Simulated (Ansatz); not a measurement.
Input and command of a plane-wave DFT calculation in Ansatz:

```yaml
crystal:
  lattice:
    - [0.0, 2.6873315, 2.6873315]
    - [2.6873315, 0.0, 2.6873315]
    - [2.6873315, 2.6873315, 0.0]
  atoms:
    - { symbol: Ge, position: [0.5, 0.5, 0.5] }
    - { symbol: Ge, position: [0.75, 0.75, 0.75] }
basis:
  ecutwfc: 500
kpoints:
  mp_grid: { grid: [10, 10, 10] }
hamiltonian:
  xc: r2scan
scf:
  occupations: { method: gaussian, width: 0.05 }
output:
  forces: true
  stress: true
  eigenvalues: true
```

```bash
ansatz run input.yaml --threads 1 --pin off --max-ram 2560MiB --backend cpu --events-out ev --progress --plain --runs-dir out
```

Processor: Intel(R) Xeon(R) 6975P-C (Granite Rapids), 1 thread, on a host shared with other jobs.

Task: Estimate time, memory and problem size.

Result: About 2.1 s on 1 thread of Intel(R) Xeon(R) 6975P-C (Granite Rapids), on a shared host, peak memory 0.51 GiB. It solves 18 bands at 47 k points (the mesh reduced by symmetry) with about 965 plane waves, in 6 SCF iterations.
